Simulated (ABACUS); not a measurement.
Set-up for a self-consistent single point of AlGa3N4 (Pm, 8 atoms in the cell; from Materials Project mp-1228943, changed as shown).

```
CELL_PARAMETERS angstrom
      5.08487     0.00000     0.00000
      0.00000     3.06711     0.00000
     -0.00367     0.00000     5.41894
ATOMIC_POSITIONS crystal
  Al 0.00050 0.50000 0.66730
  Ga 0.49910 0.50000 0.33520
  Ga 0.49910 0.00000 0.83130
  Ga 0.99990 0.00000 0.16620
  N  0.11920 0.50000 0.34130
  N  0.11680 0.00000 0.82530
  N  0.62020 0.00000 0.16610
  N  0.63260 0.50000 0.66730
```

Method: LDA (PW92), PseudoDojo 0.4 standard norm-conserving LDA (tails mended) pseudopotentials (plane waves; ABACUS).

ABACUS settings:

KPT: Gamma 3 7 3 0 0 0
basis_type: pw
dft_functional: PWLDA
ecutwfc: 84 Ry
smearing_method: fd
smearing_sigma: 0.00367493 Ry
potentials: PseudoDojo 0.4 standard norm-conserving LDA (tails mended)
symmetry: 1
symmetry_prec: 1e-05
ks_solver: dav_subspace
scf_nmax: 100
scf_thr: 1.0e-09 Ry
mixing_type: broyden

Results:

| Property | Value |
|---|---|
| Number of valence electrons | 62 |
| Number of bands | 41 |
| Number of k-points after the program's reduction | 20 |
| Number of plane waves (most at a k-point) | 7441 |
| Number of SCF iterations | 10 |
| FFT grid | 60 × 36 × 60 |
| Free energy E − TS | -7433.2028 eV |
| Pressure | 5.18 GPa |
| Largest force (vector length) | 0.437 eV/Å |

Forces (eV/Å):
```
atom      Fx     Fy      Fz
----  ------  -----  ------
Al1   -0.113  0.000  -0.163
Ga2   -0.141  0.000   0.225
Ga3   -0.155  0.000   0.182
Ga4   -0.136  0.000  -0.217
N5     0.174  0.000   0.069
N6     0.244  0.000   0.363
N7     0.138  0.000  -0.239
N8    -0.011  0.000  -0.221
```

Stress (GPa, positive for compression):
```
 2.25   0.00  -0.06
 0.00  10.35   0.00
-0.06   0.00   2.94
```

For comparison: a first run was changed to give this one (lattice vector b scaled by 0.98), and from it to this one the free energy rises by 7.3 meV/atom, the pressure goes from 0.68 to 5.18 GPa and the largest force goes from 0.177 to 0.437 eV/Å.

The structure comes from a collection of computed structures, made at another level of theory; the collection holds predicted forms beside known ones. Its lattice was then scaled.

Cost on one core: around 2.4 core-minutes (rough).

“Tails mended”: in these copies of the files the far tail of each local potential was reset to the Coulomb form.
